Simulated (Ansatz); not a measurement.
A geometry of ZnNi away from equilibrium: the start of the relaxation of a relaxed ZnNi cell, doubled along one cell vector, shaken by Gaussian noise of σ = 0.08 Å a coordinate. The numbers are results of PBEsol (plane waves to 420 eV, PAW, scalar-relativistic; Ansatz, an electronic-structure program), not measurements. Γ-centred k-mesh 14×14×2 on the run's cell (coarser than for final values), Fermi–Dirac smearing 0.05 eV.

```xyz
8
Lattice="2.5919 0.0000 0.0000 -1.2960 2.2447 0.0000 0.0000 0.0000 15.9535" Properties=species:S:1:pos:R:3 pbc="T T T"
Ni    -0.0481     1.4694     1.8896
Ni    -0.0489     1.5197     9.9759
Ni     1.2615     0.6804     6.0673
Ni     1.2908     0.6814    14.1601
Zn    -0.0184     0.0328     3.9410
Zn    -0.1340     0.0410    12.0009
Zn    -0.0051     0.0529     0.0242
Zn    -0.0358     0.0240     8.0433
```

Q: What forces act on the atoms (eV/Å)?

A: 
```csv
atom,Fx,Fy,Fz
Ni1,0.09,0.23,1.08
Ni2,-0.07,0.02,0.45
Ni3,0.01,0.17,-0.58
Ni4,-0.10,0.31,-1.75
Zn5,-0.04,-0.13,0.30
Zn6,0.20,-0.09,0.39
Zn7,-0.08,-0.41,0.37
Zn8,-0.02,-0.11,-0.26
```

Q: What is the pressure?

A: +1.8 GPa, compression positive.

No spin polarisation in the result. A magnetic state may lie lower.

The end of the path is a generated cell of ZnNi: the first start was made by a random draw of sites in a space group, and the end was not matched to a known phase here, so it may be hypothetical.
